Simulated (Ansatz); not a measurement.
TeSeO$_{4}$:
```xyz
12
Lattice="-3.3721 6.2798 2.2302 3.3721 -6.2798 2.2302 3.3721 6.2798 -2.2302" Properties=species:S:1:pos:R:3 pbc="T T T"
Te     1.6860     4.5302     2.2437
Te     1.6860     1.7496     0.0135
Se     1.6860     7.8838    -1.0711
Se     1.6860    -1.6040     1.1590
O      1.6860     3.7332    -0.4900
O      1.6860     2.5466     1.7402
O      0.4267    10.7802    -0.0085
O      2.9454    -4.5004     2.2217
O     -0.4267     4.5004     2.2217
O      3.7988     1.7794    -0.0085
O      1.6860     6.2244    -0.7672
O      1.6860     0.0554     1.4630
```

This is the r²SCAN-relaxed structure. Tensor components refer to the Cartesian frame of this cell.

**Question.** All from r²SCAN (plane waves, PAW; program Ansatz), unless another level is named. Estimate the band gap.

**Answer.** 3.41 eV (indirect).

**Question.** And the smallest direct gap on the standard path?

**Answer.** 3.54 eV.

**Question.** What about the conduction-band minimum?

**Answer.** on the T–W line, 74 % of the way from T (k = 0.182, 0.188, 0.312 in fractions of the reciprocal vectors) (4 equivalent valleys).

Space group Ima2. The workflow started from a Materials Project entry (that database holds measured and hypothetical structures alike); the Crystallography Open Database copy checked does not list it. COD files the formula under space group No. 1. Whether it is the stable phase at ambient conditions was not checked. The r²SCAN relaxation kept the symmetry of its start; whether a distortion lowers the energy is not shown. Scalar-relativistic: spin–orbit coupling is off unless named, which matters more the heavier the elements.

Potentials: the later of the program's two PAW sets.
